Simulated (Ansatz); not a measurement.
# One relaxed cell of CuBiPbS$_{3}$ at several levels

A database entry relaxed whole under r2SCAN at zero pressure (Pnma, No. 62):

```
Cu Bi Pb S
1.0
    11.77670    0.00000    0.00000
     0.00000    4.03807    0.00000
     0.00000    0.00000   11.32681
Cu Bi Pb S
4 4 4 12
Direct
  0.23585 0.25000 0.20445
  0.26415 0.75000 0.70445
  0.73585 0.25000 0.29555
  0.76415 0.75000 0.79555
  0.01525 0.25000 0.68087
  0.48475 0.75000 0.18087
  0.51525 0.25000 0.81913
  0.98475 0.75000 0.31913
  0.83509 0.25000 0.01529
  0.66491 0.75000 0.51529
  0.33509 0.25000 0.48471
  0.16491 0.75000 0.98471
  0.71265 0.25000 0.70306
  0.78735 0.75000 0.20306
  0.21265 0.25000 0.79694
  0.28735 0.75000 0.29694
  0.04880 0.25000 0.14400
  0.45120 0.75000 0.64400
  0.54880 0.25000 0.35600
  0.95120 0.75000 0.85600
  0.37932 0.25000 0.05692
  0.12068 0.75000 0.55692
  0.87932 0.25000 0.44308
  0.62068 0.75000 0.94308
```

Its volume is 22.44 Å³ an atom, +1.2 % against the entry's 22.17, a cell as deposited in COD (1970).

Single points on this cell with plane-wave PAW DFT (Ansatz 0.2.0; r2SCAN 500 eV, hybrids 420 eV; fermi-dirac occupations of width 0.020 eV; no moments): r2SCAN on a 4×8×4 Γ-centred mesh; r2SCAN with spin-orbit coupling on a 2×6×2 Γ-centred mesh; PBE0 on a 2×6×2 Γ-centred mesh.

How do gap, pressure and charges move from level to level?

The runs give:

```tsv
level	gap (eV), or kind	pressure (GPa)	Bader charge of Cu (e)	Bader charge of Bi (e)	Bader charge of Pb (e)	Bader charge of S (e)
r2SCAN	0.78	0.0	+0.49	+1.36	+1.09	-0.98
r2SCAN with spin-orbit coupling	0.52	0.2	+0.50	+1.28	+1.03	-0.94
PBE0	its mesh misses the band edges	-0.2	+0.44	+1.42	+1.14	-1.00
```

Under r2SCAN the gap is 0.78 eV, over mesh and band path. Spin-orbit coupling moves the r2SCAN gap by -0.26 eV.

Caveats: the relaxation kept the start's symmetry; hybrid pressures are good to a few tenths of a GPa; pressure is positive in compression.
